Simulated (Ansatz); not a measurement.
A geometry of I away from equilibrium: the start of the relaxation of a generated cell, I built in the AFLOW prototype A_oC8_64_f. Calculation: r2SCAN (plane waves to 500 eV, PAW, scalar-relativistic; Ansatz, a quantum-chemistry and plane-wave program). Γ-centred k-mesh 6×6×3 on the run's cell (coarser than for final values), Fermi–Dirac smearing 0.05 eV.

```xyz
4
Lattice="3.5595 -2.3300 0.0000 3.5595 2.3300 0.0000 0.0000 0.0000 9.7956" Properties=species:S:1:pos:R:3:forces:R:3 pbc="T T T" free_energy=-30112.025 pressure_GPa=1.3
I      3.5595    -1.6084     1.1510    0.0000    0.1454    0.3145
I      3.5595     1.6084     8.6446    0.0000   -0.1454   -0.3145
I      3.5595     0.7216     3.7468    0.0000    0.1454   -0.3145
I      3.5595    -0.7216     6.0488    0.0000   -0.1454    0.3145
```

Positions in Å, forces in eV/Å, free energy of the cell in eV (comparable only within this code, potentials and settings). Largest force: 0.35 eV/Å, on I1, I2, I3, I4 (atoms numbered as listed); the geometry lies 0.02 eV/atom above the end of its relaxation.

No spin polarisation in the result. No dispersion correction is included, so spacings between layers, chains or molecules are soft and tend to come out too large.

The run could not lose the symmetry of its start.
